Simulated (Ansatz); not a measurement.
# Cr₃Si₈Mo: vibrational free energy, entropy and heat capacity

Theory: DFT PBE, scalar-relativistic, plane waves, PAW (Ansatz 0.2.0). Plane waves to 420 eV; Γ-centred k mesh 8×8×6; Fermi-Dirac smearing of 0.15 eV. No spin polarisation. Phonons by linear response, acoustic sum rule imposed.

The cell, relaxed at this level:
```cif
data_structure
_symmetry_space_group_name_H-M 'P4/mmm'
_symmetry_Int_Tables_number 123
_cell_length_a 4.4159
_cell_length_b 4.4159
_cell_length_c 7.6297
_cell_angle_alpha 90.000
_cell_angle_beta 90.000
_cell_angle_gamma 90.000
_cell_volume 148.78
loop_
_atom_site_label
_atom_site_type_symbol
_atom_site_symmetry_multiplicity
_atom_site_Wyckoff_symbol
_atom_site_fract_x
_atom_site_fract_y
_atom_site_fract_z
_atom_site_occupancy
Cr1 Cr 2 f 0.00000 0.50000 0.00000 1
Cr2 Cr 1 d 0.50000 0.50000 0.50000 1
Si1 Si 4 i 0.00000 0.50000 0.66813 1
Si2 Si 2 g 0.00000 0.00000 0.15853 1
Si3 Si 2 h 0.50000 0.50000 0.16195 1
Mo1 Mo 1 b 0.00000 0.00000 0.50000 1
```

It was reached by relaxing an invented guess, and it needn't be the stable form of this composition. In a metal, frequencies and elastic constants depend on the k mesh and the smearing, soft modes and shear constants most. The q mesh is coarse, so values between its points are rough.

Force constants from linear response on a 2×2×1 q mesh, interpolated to a fine mesh.

Phonon density of states, in bins of 10 cm⁻¹:
```
bin centre (cm⁻¹)  share of modes (%)
                5                 0.0
               15                 0.0
               25                 0.0
               35                 0.0
               45                 0.0
               55                 0.1
               65                 0.1
               75                 0.1
               85                 0.1
               95                 0.2
              105                 0.2
              115                 0.3
              125                 0.4
              135                 0.4
              145                 0.6
              155                 0.7
              165                 0.9
              175                 1.2
              185                 1.6
              195                 2.2
              205                 3.8
              215                 2.8
              225                 4.0
              235                 4.0
              245                 5.0
              255                 3.8
              265                 5.0
              275                 4.6
              285                 6.2
              295                 6.1
              305                 6.4
              315                 4.4
              325                 3.1
              335                 3.0
              345                 1.9
              355                 2.1
              365                 2.7
              375                 2.4
              385                 3.3
              395                 2.7
              405                 2.6
              415                 2.2
              425                 2.8
              435                 2.1
              445                 1.0
              455                 0.1
              465                 0.0
              475                 1.9
              485                 0.7
              495                 0.2
              505                 0.0
```

Task: Give the zero-point energy per atom.

Result: 55.7 meV.

Task: How large are the vibrational entropy and heat capacity at 300 K?

Result: S = 2.29 k_B and C_V = 2.52 k_B per atom, 84 % of the Dulong–Petit value.

Task: Tabulate them against temperature.

Result:
| T (K) | F_vib (meV/atom) | S (k_B/atom) | C_V (k_B/atom) |
| --- | --- | --- | --- |
| 100 | 55.0 | 0.33 | 0.88 |
| 200 | 47.8 | 1.36 | 2.06 |
| 300 | 31.9 | 2.29 | 2.52 |
| 400 | 8.8 | 3.05 | 2.71 |
| 500 | -20.2 | 3.67 | 2.81 |
| 600 | -54.1 | 4.18 | 2.87 |
| 700 | -92.1 | 4.63 | 2.90 |
| 800 | -133.7 | 5.02 | 2.92 |
| 900 | -178.5 | 5.36 | 2.94 |
| 1000 | -226.0 | 5.67 | 2.95 |
